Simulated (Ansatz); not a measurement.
The computed numbers are results of PBE+U (U_eff = 6 eV on X's open shell), scalar-relativistic (collinear spin) in the plane-wave PAW code Ansatz at 420 eV, Γ-centred 6×6×6 mesh, 0.05 eV Gaussian smearing. The datasets are Ansatz's generated set soft_2.

The calculation on XSb, where X is one element, gave:

| Quantity | Value |
| --- | --- |
| Space group | P6_3/mmc (No. 194) |
| Conventional cell | a = 5.697 Å, b = 5.697 Å, c = 6.455 Å, α = 90.00°, β = 90.00°, γ = 120.00° |
| Volume | 45.36 Å³/atom |
| Band gap | zero (metallic) |
| Density of states at the Fermi level | 1.4 states/(eV·atom) |
| Magnetic state | ferromagnetic (the only order tried) |
| Site spin moments | X 6.91 μB |
| Spin moment of the cell | 14.23 μB |
| Bader charges | X 1.23; Sb -1.23 e |
| f electrons (orthogonalised atomic orbitals) | X 6.97 |
| Bulk modulus (Birch–Murnaghan) | 23 GPa |
| Pressure derivative B0′ | 4.3 |

Sites: X on 2c, Sb on 2d.

**Question.** Which element is X?
A. Eu
B. Pm
C. Tb
D. Gd

**Answer.** A. X is Eu, so the compound is EuSb.

This is a trial structure: such lanthanide and actinide compounds mostly take the rock-salt structure.

No spin–orbit coupling, a notable omission for heavy elements. The run wasn't fully tested for a lower electronic state. Site moments are of spin, integrated over atomic spheres. A U of this size is made for insulators; in a metal, as here, it tends to take f weight out of the bonding and to swell the cell.
